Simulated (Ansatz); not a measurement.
Ba:
```
CELL_PARAMETERS angstrom
     -2.51000     2.51000     2.51000
      2.51000    -2.51000     2.51000
      2.51000     2.51000    -2.51000
ATOMIC_POSITIONS crystal
  Ba 0.00000 0.00000 0.00000
```

Relaxed with PBE (plane waves, PAW; program Ansatz). Indices refer to the conventional cell of Im-3m, a = b = c = 5.0200 Å, α = β = γ = 90.00°.

Task: Simulate the powder diffraction pattern (Ag Kα, λ = 0.560885 Å; lines above 1 %) up to 2θ = 30°.

Result: Simulated powder pattern, Ag Kα, λ = 0.560885 Å (kinematic, ideal powder, no thermal factors, no anomalous dispersion; the 30 strongest lines at most, above 1 %, up to 2θ = 30°):

```csv
2θ (°),d (Å),I/Imax (%),hkl
9.06,3.550,100,(110)
12.83,2.510,21,(200)
15.73,2.049,49,(211)
18.18,1.775,16,(220)
20.35,1.587,23,(310)
22.32,1.449,6.0,(222)
24.13,1.342,28,(321)
25.82,1.255,2.9,(400)
27.42,1.183,14,(411)+(330)
28.94,1.123,8.0,(420)
```

The cell was relaxed with PBE under the symmetry of its start. Spin–orbit coupling is left out wherever it is not named.

Potentials: the later of the program's two PAW sets.
